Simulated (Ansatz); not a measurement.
# KMnAg3C6N6: checking a database structure before trusting its electric field gradients

The cell is a refined structure from the COD, atoms as given.

```
CELL_PARAMETERS angstrom
6.89040 0.00000 0.00000
-3.44520 5.96726 0.00000
0.00000 0.00000 8.16490
ATOMIC_POSITIONS crystal
K 0.33333 0.66667 0.00000
Mn 0.00000 0.00000 0.00000
Ag 0.50472 0.00943 0.50000
Ag 0.99057 0.49528 0.50000
Ag 0.50472 0.49528 0.50000
C 0.34660 0.00440 0.28470
C 0.99560 0.34220 0.28470
C 0.65780 0.65340 0.28470
C 0.99560 0.65340 0.71530
C 0.65780 0.00440 0.71530
C 0.34660 0.34220 0.71530
N 0.25710 0.99800 0.16580
N 0.00200 0.25910 0.16580
N 0.74090 0.74290 0.16580
N 0.00200 0.74290 0.83420
N 0.74090 0.99800 0.83420
N 0.25710 0.25910 0.83420
```

Atom numbers follow the list; atoms alike are taken as one site, whose name carries the number of the first.

The numbers come from a DFT calculation in Ansatz (PBE, plane waves and PAW, scalar-relativistic, collinear spin, 420 eV cutoff, Γ-centred 5×5×4 k-points, Fermi–Dirac smearing 0.05 eV). Start moments as typed (μB): 4 on each Mn, none on the rest.

Task: Do the atoms and the cell lie near the calculated equilibrium?

Result: No. The largest force is 3.7 eV/Å, on atom 6 (C: 1 N at 1.14 Å, 1 Ag at 2.06 Å, angle 179°; also 1 K at 3.26 Å, 1 Mn at 3.32 Å), and the pressure is 3.8 GPa. Such values can come from imprecise or misplaced coordinates, missing atoms or a wrong setting of the space group; the run alone doesn't tell which, and gradients calculated on this entry can't be taken for those of the compound at ambient conditions.
